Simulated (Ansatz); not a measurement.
FeSi2:
```yaml
crystal:
  lattice:
    - [2.65990, 0.00000, 0.00000]
    - [0.00000, 2.65990, 0.00000]
    - [0.00000, 0.00000, 5.06556]
  atoms:
    - { symbol: Fe, position: [0.00000, 0.00000, 0.00000] }
    - { symbol: Si, position: [0.50000, 0.50000, 0.72877] }
    - { symbol: Si, position: [0.50000, 0.50000, 0.27123] }
```

This is the LDA-relaxed structure.

All from DFT-LDA in the program Ansatz with PAW potentials, unless another level is named. Estimate the electronic character.

metallic (no gap).

Next, the density of states at the Fermi level?

0.28 states/eV per atom (mean over ±0.08 eV).

What about the formation energy from the elements (no fitted shifts)?

-0.56 eV/atom.

Space group P4/mmm. The workflow started from a Materials Project entry (that database holds measured and hypothetical structures alike); the Crystallography Open Database files this formula in space group No. 123, but the cells were not matched. Its standing as an ambient phase is unchecked. The cell was relaxed with LDA under the symmetry of its start; of distortions, only those at the zone centre were tested. No spin polarisation was allowed. The references are the lowest solids computed at this level, not always the standard phases.

Potentials: the later of the program's two PAW sets.
